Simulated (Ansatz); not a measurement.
**Guessed and relaxed cells of ZrO**

The guess for ZrO was made by a generator: ordered vacancies on the cation sites of antifluorite (P4_2/mmc, No. 131) (occupants of the shared sites, in ratio, Zr: 2, vacant: 2). Its size is a rough estimate.

start.cif

```cif
data_structure
_symmetry_space_group_name_H-M 'P 1'
_symmetry_Int_Tables_number 1
_cell_length_a 3.6644
_cell_length_b 3.6644
_cell_length_c 5.1823
_cell_angle_alpha 90.000
_cell_angle_beta 90.000
_cell_angle_gamma 90.000
_cell_volume 69.59
loop_
_atom_site_label
_atom_site_type_symbol
_atom_site_fract_x
_atom_site_fract_y
_atom_site_fract_z
_atom_site_occupancy
Zr1 Zr 0.50000 0.50000 0.25000 1
Zr2 Zr 0.50000 0.50000 0.75000 1
O1 O 0.00000 0.50000 0.00000 1
O2 O 0.50000 0.00000 0.50000 1
```

Theory: Ansatz 0.2.0, DFT PBE, scalar-relativistic, plane waves, PAW. Cutoff 420 eV, Gaussian smearing, Γ-centred meshes. Cell and atoms relax on a converged mesh. In metals the finer mesh still leaves noise of several meV/atom or more. The steps can't lower the symmetry of their start. No spin polarisation in the relaxation; trial moments died out in a coarse test.

end.cif

```cif
data_structure
_symmetry_space_group_name_H-M 'P 1'
_symmetry_Int_Tables_number 1
_cell_length_a 3.1987
_cell_length_b 3.1987
_cell_length_c 5.9857
_cell_angle_alpha 90.000
_cell_angle_beta 90.000
_cell_angle_gamma 90.000
_cell_volume 61.25
loop_
_atom_site_label
_atom_site_type_symbol
_atom_site_fract_x
_atom_site_fract_y
_atom_site_fract_z
_atom_site_occupancy
Zr1 Zr 0.50000 0.50000 0.25000 1
Zr2 Zr 0.50000 0.50000 0.75000 1
O1 O 0.00000 0.50000 0.00000 1
O2 O 0.50000 0.00000 0.50000 1
```

The symmetry stays P4_2/mmc (No. 131). The volume per atom shrinks by 12.0 %, from 17.4 to 15.3 Å³. The shortest distance goes from 2.24 Å (Zr–O) to 2.19 Å (Zr–O). The ratio c/a of the conventional cell changes by a factor of 1.32. The energy falls by about 0.24 eV/atom (the start's value is from the coarse mesh).

```json
{"Volume per atom": "15.31 Å³", "Density": "5.81 g/cm³", "Formation energy": "−1.91 eV/atom", "Gap on the 14×14×8 mesh of the 4-atom cell": "0 eV (a metal)"}
```

Energies over the elements count from the elements' standard structures at the same level (O₂ as a molecule), with no fitted energy shifts. Whether it is stable depends on the other phases of the system, which aren't compared here.

The last run used Gaussian smearing of 0.10 eV. A structure relaxed within its symmetry needn't be a true minimum. In all, the 3 runs took 2.4 min on 1 thread of Intel(R) Xeon(R) 6975P-C (Granite Rapids) (shared host).
